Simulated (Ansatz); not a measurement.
Nb3Sn in space group Fm-3m (No. 225; Sn on 4a, Nb on 4b, Nb on 8c), a = b = c = 6.6333 Å, α = β = γ = 90.00°; the cell used has 4 atoms.

Relaxed with PBEsol.

Question: Decompose the optical modes at the zone centre into irreducible representations, and say which are infrared and Raman allowed.

Answer: Point group m-3m: Γ_opt = 2T1u + T2g. Infrared: T1u. Raman: T2g.

Question: Assign frequencies (DFPT, PBEsol (plane waves, PAW; program Ansatz)).

Answer: T2g 125, T1u 155, T1u 227 cm⁻¹.

The cell is a constructed one: a structure type filled with these elements; neither database checked (COD, Materials Project) lists it. It is not the phase usual at ambient conditions (space group No. 223). Symmetry was held in the PBEsol relaxation. At this level the phase is mechanically unstable. The run is not spin-polarised. As this level gives no gap, phonon frequencies hold no LO–TO term and depend on the k-mesh and smearing (Fermi–Dirac, 0.1 eV here). Scalar-relativistic: spin–orbit coupling is off unless named, which matters more the heavier the elements.

Potentials: the later of the program's two PAW sets.
